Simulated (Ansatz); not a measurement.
BiAu$_{2}$ (cubic Laves, MgCu2 type)

```xyz
6
Lattice="0.0000 3.9388 3.9388 3.9388 0.0000 3.9388 3.9388 3.9388 0.0000" Properties=species:S:1:pos:R:3 pbc="T T T"
Bi     0.0000     0.0000     0.0000
Bi     1.9694     1.9694     1.9694
Au     2.9541     2.9541     4.9235
Au     2.9541     4.9235     2.9541
Au     4.9235     4.9235     4.9235
Au     4.9235     2.9541     2.9541
```

The slice is a {100} plane (indices of the conventional cell) through the point (0.125, 0.625, 0.625) (fractional), spanned by u = [100] and v = [0 1 -1] in vectors of this cell: u (5.57 Å) and v (5.57 Å, at 90° to u). It covers one period; positions are fractions (u, v).

Method: LDA (plane waves to 420 eV, PAW, scalar-relativistic; Ansatz, an electronic-structure program). k mesh 10×10×10. These are valence fields of a PAW run, semicore shells included where kept as valence: close to a nucleus they are smooth pseudo fields. BiAu2 was relaxed with its symmetry unable to fall. Spin-orbit coupling is left out, though Au and Bi are heavy.

**Question.** What is the valence density on the shortest Au–Au line in this plane (2.79 Å), at its midpoint?

**Answer.** 0.36 e/Å³.

**Question.** What is the ELF at the midpoint of the shortest Au–Au line in this plane (2.79 Å)?

**Answer.** 0.25.

**Question.** Sketch the electrostatic potential energy of an electron, from the cell's mean on this plane as a map.

**Answer.** 
```
|xxxxxx =*= xxxxxxxxxxx =*= xxxxx|
|xxxxxx +*+ xxxxxxxxxxx +*+ xxxxx|
|xxxxx -*#*- xxxxxxxxx -*#*- xxxx|
|xxxxx.+%%%+.xxxxxxxxx.+%%%+.xxxx|
|xxx .+#@@@#+. xxxxx .+#@@@#+. xx|
|   -+#%@@@%#+-     -+#%@@@%#+-  |
|=+*#%%@@@@@%%#*+=+*#%%@@@@@%%#*+|
|%%%%%@@@@@@@%%%%%%%%%@@@@@@@%%%%|
|@@@@%%%%#%%%%@@@@@@@%%%%#%%%%@@@|
|@@@%%#**+**#%%@@@@@%%#**+**#%%@@|
|@@%#*+=---=+*#%@@@%#*+=---=+*#%@|
|%%#*=-.   .-=*#%%%#*=-.   .-=*#%|
|%#*+:       :+*#%#*+:       :+*#|
|##*-.       .-*###*-.       .-*#|
|#*+-    x    -+*#*+-    x    -+*|
|#*+:   xxx   :+*#*+:   xxx   :+*|
|#*+-    x    -+*#*+-    x    -+*|
|##*-.       .-*###*-.       .-*#|
|%#*+:       :+*#%#*+:       :+*#|
|%%#*=-.   .-=*#%%%#*=-.   .-=*#%|
|@@%#*+=---=+*#%@@@%#*+=---=+*#%@|
|@@@%%#**+**#%%@@@@@%%#**+**#%%@@|
|@@@@%%%%#%%%%@@@@@@@%%%%#%%%%@@@|
|%%%%%@@@@@@@%%%%%%%%%@@@@@@@%%%%|
|=+*#%%@@@@@%%#*+=+*#%%@@@@@%%#*+|
|   -+#%@@@%#+-     -+#%@@@%#+-  |
|xxx .+#@@@#+. xxxxx .+#@@@#+. xx|
|xxxxx.+%%%+.xxxxxxxxx.+%%%+.xxxx|
|xxxxx -*#*- xxxxxxxxx -*#*- xxxx|
|xxxxxx +*+ xxxxxxxxxxx +*+ xxxxx|
|xxxxxx =*= xxxxxxxxxxx =*= xxxxx|
|xxxxxx -+- xxxxxxxxxxx -+- xxxxx|
```
Scale: ten equal steps from 3.00 (start of ' ') to 11.03 (end of '@'), in the order ' .:-=+*#%@'. Values: electrostatic potential energy of an electron, from the cell's mean, in eV. The map has 32 points along u (one character each, u = 0 at the left) and 32 along v (v = 0 in the bottom row). Points within 1 Å of a nucleus are blanked (x), as the pseudised field means little there. Values under 3 eV are set to 3. The zero, the cell's mean, hangs on the PAW cores.
